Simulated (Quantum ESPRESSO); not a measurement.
## Band energies of KLiZnO2

```xyz
10
Lattice="5.4824 -1.6935 0.0000 5.4824 1.6935 0.0000 -4.1765 0.0000 7.2131" Properties=species:S:1:pos:R:3 pbc="T T T"
Li     3.5106     0.0000     0.3966
Li     3.2776     0.0000     6.8164
O      2.1637     0.0000     5.0013
O      4.6245     0.0000     2.2118
O      5.2714     0.0000     6.7648
O      1.5168     0.0000     0.4483
K      7.6266     0.0000     2.6693
K     -0.8384     0.0000     4.5437
Zn    -0.2783     0.0000     1.3161
Zn     7.0665     0.0000     5.8970
```

norm-conserving PBEsol (Quantum ESPRESSO, 84 Ry, no spin-orbit coupling); path XΓY,LΓZ,NΓM,RΓ; energies in eV from the valence-band maximum.

```
k (1/Å)  point  band 40  band 41  band 42  band 43  band 44  band 45  band 46  band 47
-------  -----  -------  -------  -------  -------  -------  -------  -------  -------
0.00         X    -1.17    -1.03    -0.74    -0.73    -0.54     4.84     5.29     5.99
0.20              -1.08    -0.98    -0.82    -0.66    -0.48     4.95     5.05     5.98
0.59              -1.00    -0.65    -0.53    -0.31    -0.21     3.34     5.20     5.94
0.98         Γ    -0.60    -0.49    -0.21    -0.02     0.00     2.11     4.38     5.55
1.20              -0.60    -0.59    -0.37    -0.07    -0.05     2.52     4.08     5.58
1.42         Y    -0.64    -0.58    -0.46    -0.12    -0.07     3.30     3.37     5.70
1.42         L    -1.25    -0.86    -0.81    -0.77    -0.54     5.30     5.37     5.89
1.82              -1.20    -0.77    -0.62    -0.48    -0.36     4.31     5.55     5.91
2.23              -0.75    -0.55    -0.27    -0.21    -0.06     2.53     4.63     5.70
2.43         Γ    -0.60    -0.49    -0.21    -0.02     0.00     2.11     4.38     5.55
2.82              -0.53    -0.50    -0.33    -0.18    -0.13     3.10     4.43     5.53
3.01         Z    -0.47    -0.44    -0.26    -0.21    -0.20     3.53     4.35     5.49
3.01         N    -1.25    -0.86    -0.81    -0.77    -0.54     5.30     5.37     5.89
3.41              -1.20    -0.77    -0.62    -0.48    -0.36     4.31     5.55     5.91
3.61              -1.04    -0.67    -0.47    -0.30    -0.22     3.39     5.16     5.94
4.02         Γ    -0.60    -0.49    -0.21    -0.02     0.00     2.11     4.38     5.55
4.35              -0.57    -0.55    -0.51    -0.10    -0.09     2.89     4.41     5.39
4.68         M    -0.64    -0.43    -0.40    -0.24    -0.17     3.85     4.26     5.39
4.68         R    -1.17    -1.03    -0.74    -0.73    -0.54     4.84     5.29     5.99
5.01              -1.12    -0.84    -0.75    -0.57    -0.40     4.52     5.23     6.03
5.34              -0.95    -0.62    -0.46    -0.27    -0.15     3.04     5.02     5.85
5.66         Γ    -0.60    -0.49    -0.21    -0.02     0.00     2.11     4.38     5.55
```

The PBEsol gap is direct, 2.11 eV at Γ.

Geometry of the Materials Project entry, not relaxed at this level.

The structure is a Materials Project entry; no match was found in the copy of COD used, and its stability was not checked.
